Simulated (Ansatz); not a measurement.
Below is a relaxed structure of SnGe2. The cell was found from a structure generator's guess, not taken from experiment.

All numbers below come from DFT PBE, scalar-relativistic, plane waves, PAW (Ansatz 0.2.0). Cutoff 420 eV, Γ-centred mesh, Gaussian smearing, no spin polarisation.

```
Sn Ge
1.0
     4.29271    0.00000    0.00000
    -2.14636    3.71760    0.00000
     0.00000    0.00000   10.54839
Sn Ge
2 4
Direct
  0.66667 0.33333 0.20805
  0.33333 0.66667 0.79195
  0.33333 0.66667 0.53640
  0.00000 0.00000 0.88210
  0.66667 0.33333 0.46360
  0.00000 0.00000 0.11790
```

Energies over the elements count from the elements' standard structures at the same level, with no fitted energy shifts. The references include grey tin.

Task: Find its symmetry and describe it.

Result: P-3m1 (No. 164), with Sn and Ge ordered on diamond sites. Conventional cell: a = 4.293 Å, c = 10.548 Å. Sn is surrounded by 4 Ge at 2.65–2.70 Å; around Ge on its first site lie 3 Ge at 2.59 Å and 1 Sn at 2.70 Å; Ge on its second site is surrounded by 1 Ge at 2.49 Å and 3 Sn at 2.65 Å.

Task: What is its formation energy per atom?

Result: +0.05 eV/atom. The separate elements lie lower, so it is unstable against them.

Task: Is it a metal?

Result: Yes, bands cross the Fermi level on the 12×12×4 mesh.

The last run used a 12×12×4 mesh (in the run's order of axes) for its 6-atom cell and Gaussian smearing of 0.10 eV. The zero gap may come from the functional, which often closes small gaps. A later test with randomly moved atoms came back to the same energy, though modes that don't fit the test's cell weren't probed.
